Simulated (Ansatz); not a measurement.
The calculation used DFT PBE, scalar-relativistic, plane waves, PAW (Ansatz 0.2.0). Cutoff 420 eV, Γ-centred meshes of about 0.25 Å⁻¹ or finer for metals and 0.3 Å⁻¹ for insulators (2π included), Gaussian smearing. No spin polarisation.

These are static total energies at zero pressure.

Compare these two cells of AlIn3Sb2N2, each relaxed at this level.

A.

```
Al In Sb N
1.0
     7.09293    0.00000    0.00000
     0.00000    7.41208    0.00000
     0.00000    0.00000    6.88137
Al In Sb N
2 6 4 4
Direct
  0.00000 0.74894 0.94956
  0.50000 0.25106 0.44956
  0.74149 0.61507 0.55930
  0.25851 0.61507 0.55930
  0.50000 0.78567 0.96403
  0.00000 0.21433 0.46403
  0.24149 0.38493 0.05930
  0.75851 0.38493 0.05930
  0.00000 0.84093 0.33741
  0.50000 0.88459 0.36499
  0.50000 0.15907 0.83741
  0.00000 0.11541 0.86499
  0.23182 0.63975 0.88270
  0.76818 0.63975 0.88270
  0.73182 0.36025 0.38270
  0.26818 0.36025 0.38270
```

B.

```
Al In Sb N
1.0
     3.29104    0.00000    0.00000
    -1.64552    2.85012    0.00000
     0.00000    0.00000   17.76847
Al In Sb N
1 3 2 2
Direct
  0.00000 0.00000 0.57563
  0.66667 0.33333 0.38339
  0.66667 0.33333 0.07049
  0.00000 0.00000 0.91313
  0.00000 0.00000 0.22301
  0.66667 0.33333 0.77214
  0.33333 0.66667 0.57478
  0.33333 0.66667 0.98745
```

**Question.** Which form is favoured at zero pressure, and by what margin per atom?

**Answer.** B is lower, by 17 meV/atom. A has space group Pmn2_1 (No. 31), 22.6 Å³/atom and no gap on its mesh; B has space group P3m1 (No. 156), 20.8 Å³/atom and no gap. Counting N or Sb atoms around Al and In (for each partner element, those within 1.25 times its shortest distance or 1.15 times the sum of covalent radii, where it is the nearest in units of that sum or under 1.3; the shortest distance is added where it exceeds 1.18 times the sum of covalent radii; a slash parts the counts of unlike sites), A has Al 4, In 4 and B has Al 3, In 3 from 3.4 Å/6. Both come from trial cells of a structure search, whose lowest cell (Cm, 21.1 Å³/atom) lies 208 meV/atom below the lower of the two.

For metals, differences of a few meV/atom aren't resolved. Weakly bound directions are ill-defined at this level, which has no dispersion term (P3m1), and this can change margins and order among such cells. These runs have no spin–orbit coupling, which can matter for Sb. Cells relaxed within their symmetry can be saddle points. Some structure types and database cells were kept out of the candidates from the start, so a known form may be missing.
